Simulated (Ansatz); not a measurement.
# Relaxation path: hcp Zn (0001), 4 layers

DFT, PBE, PAW with Ansatz's default frozen-core files, scalar-relativistic (Ansatz 0.2.0); a Γ-centred 16×16×1 k mesh, Fermi–Dirac smearing of 0.08 eV, no spin polarisation. The run relaxes the atoms in the fixed cell.

Command: `ansatz run input.yaml --threads 1 --pin off --max-ram 3584MiB --backend cpu --events-out ev --progress --plain --runs-dir out` It took 35 s on 1 thread of Intel(R) Xeon(R) Platinum 8375C CPU @ 2.90GHz (Ice Lake), on a shared host, peak memory 0.45 GiB.

```yaml
crystal:
  lattice:
    - [2.6356265421, 0.0, 0.0]
    - [-1.317813271, 2.2825195404, 0.0]
    - [0.0, 0.0, 23.6388]
  atoms:
    - { symbol: Zn, position: [0.833333333, 0.166666667, 0.3384265333] }
    - { symbol: Zn, position: [0.166666667, 0.833333333, 0.446142178] }
    - { symbol: Zn, position: [0.833333333, 0.166666667, 0.553857822] }
    - { symbol: Zn, position: [0.166666667, 0.833333333, 0.6615734667] }
kpoints:
  mp_grid: { grid: [16, 16, 1] }
scf:
  occupations: { method: fermi_dirac, width: 0.08 }
hamiltonian:
  xc: pbe
  pseudopotentials: { kind: paw }
output:
  forces: true
  stress: true
  eigenvalues: true
relax:
  f_tol: 0.01
  max_steps: 40
efield:
  axis: 3
  amplitude: 0
  dipole_correction: true
```

Each step lists its free energy a cell above the last geometry, and Cartesian positions (Å) with forces (eV/Å).

The first step:

```
step 1  dF = 28.83 meV
  Zn 1.9767 0.3804 8.0000   0.0000 0.0000 0.0748
  Zn -0.6589 1.9021 10.5463   0.0000 0.0000 0.1539
  Zn 1.9767 0.3804 13.0925   0.0000 0.0000 -0.1539
  Zn -0.6589 1.9021 15.6388   0.0000 0.0000 -0.0748
```

Where does the relaxation end, and by which steps?

After 3 geometries, with a shortest distance of 2.636 Å. The further steps:
```
step 2  dF = 0.15 meV
  Zn 1.9767 0.3804 8.1491   0.0000 0.0000 0.0070
  Zn -0.6589 1.9021 10.6402   0.0000 0.0000 -0.0275
  Zn 1.9767 0.3804 12.9986   0.0000 0.0000 0.0275
  Zn -0.6589 1.9021 15.4897   0.0000 0.0000 -0.0070
step 3  dF = 0.00 meV
  Zn 1.9767 0.3804 8.1506   0.0000 0.0000 -0.0017
  Zn -0.6589 1.9021 10.6343   0.0000 0.0000 0.0027
  Zn 1.9767 0.3804 13.0045   0.0000 0.0000 -0.0027
  Zn -0.6589 1.9021 15.4882   0.0000 0.0000 0.0017
```
